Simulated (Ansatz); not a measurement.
## From the elastic tensor of ScAl3 at 18 GPa (stress–strain coefficients) to moduli and sound speeds

These are results of DFT LDA, scalar-relativistic, plane waves, PAW in Ansatz, not measurements. Plane waves to 420 eV; Γ-centred k mesh 12×12×12; Fermi-Dirac smearing of 0.15 eV. No spin polarisation.

Symmetry: Pm-3m, No. 221, cubic system. The conventional cell has a = 3.848 Å, b = 3.848 Å, c = 3.848 Å, α = 90.00°, β = 90.00°, γ = 90.00°. Sc (site symmetry m-3m) is surrounded by 12 Al at 2.72 Å. Al (site symmetry 4/mmm) is surrounded by 4 Sc at 2.72 Å and 8 Al at 2.72 Å.

In a metal, frequencies and elastic constants depend on the k mesh and the smearing, soft modes and shear constants most. Other phases may be more stable at this pressure.

Relaxed-ion constants (GPa, on the Cartesian axes of the calculation):
C11 = 300.1, C12 = 94.7, C13 = 94.7, C22 = 300.1, C23 = 94.7, C33 = 300.1, C44 = 127.3, C55 = 127.3, C66 = 127.3 GPa; the others vanish.

Density 3.669 g/cm³; 4 atoms in 56.98 Å³.

The values that follow are for a polycrystal of randomly turned grains, by Hill's mean where one number stands.

With S = C⁻¹: B_V = (C11+C22+C33+2(C12+C13+C23))/9, G_V = (C11+C22+C33−C12−C13−C23+3(C44+C55+C66))/15, 1/B_R = S11+S22+S33+2(S12+S13+S23), 15/G_R = 4(S11+S22+S33−S12−S13−S23)+3(S44+S55+S66); Hill is their mean. Then v_l = √((B+4G/3)/ρ), v_t = √(G/ρ), v_m = [(2/v_t³+1/v_l³)/3]^(−1/3) and Θ = (ħ/k_B)·v_m·(6π²n/V)^(1/3) for n atoms in the volume V; E = 9BG/(3B+G), ν = (3B−2G)/(2(3B+G)) and A^U = 5G_V/G_R + B_V/B_R − 6.

- Bulk modulus, Voigt / Reuss / Hill: 163.2 / 163.2 / 163.2 GPa
- Shear modulus, Voigt / Reuss / Hill: 117.5 / 116.2 / 116.8 GPa
- Young's modulus: 283 GPa
- Poisson ratio: 0.211
- Pugh ratio B/G: 1.40
- Universal anisotropy index: 0.06
- Longitudinal and transverse sound speeds: 9323 and 5643 m/s
- Debye temperature from the mean sound speed: 766 K

Whether ScAl3 exists in this form wasn't checked.

Cost: 1 run of about 0.42 core-minutes, on Intel Xeon 6975P-C (Granite Rapids) (shared hosts).